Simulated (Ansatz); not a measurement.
NiSi$_{2}$ (fluorite type, space group Fm-3m)

```xyz
3
Lattice="0.0000 2.7223 2.7223 2.7223 0.0000 2.7223 2.7223 2.7223 0.0000" Properties=species:S:1:pos:R:3 pbc="T T T"
Ni     0.0000     0.0000     0.0000
Si     1.3611     1.3611     1.3611
Si     4.0834     4.0834     4.0834
```

The volume is varied about the relaxed value V₀ at fixed cell shape. Symmetry pins the atoms to their sites.

Method: PBE (plane waves to 420 eV, PAW, scalar-relativistic; Ansatz, an electronic-structure program). k mesh 15×15×15 (Γ-centred), Fermi-Dirac smearing 0.05 eV. E stands for the smeared free energy. NiSi2 is run without spin polarisation. NiSi2 was relaxed with its symmetry unable to fall. ΔE is measured from the relaxed starting cell. The last digit holds for this mesh only.

```tsv
V (Å³/atom)	ΔE (meV/atom)
11.297	217.7
11.728	130.2
12.158	68.7
12.588	28.7
13.019	6.7
13.449	0.0
13.879	5.9
14.310	22.2
14.740	47.1
15.171	79.0
15.601	116.9
```

Question: What is the fitted pressure derivative B₀′?

Answer: 4.7.

Question: What bulk modulus B₀ follows from a third-order Birch-Murnaghan fit?

Answer: 145 GPa. Check by three points about V = 13.449 Å³/atom, step 0.861: d²E/dV² ≈ (29 − 2·0 + 22) meV / 0.861² = 0.0688 eV/Å⁶, and V·d²E/dV² × 160.2 = 148 GPa.

(A scan under strain: stresses follow from slopes of the energy per volume, elastic moduli from its curvatures.)
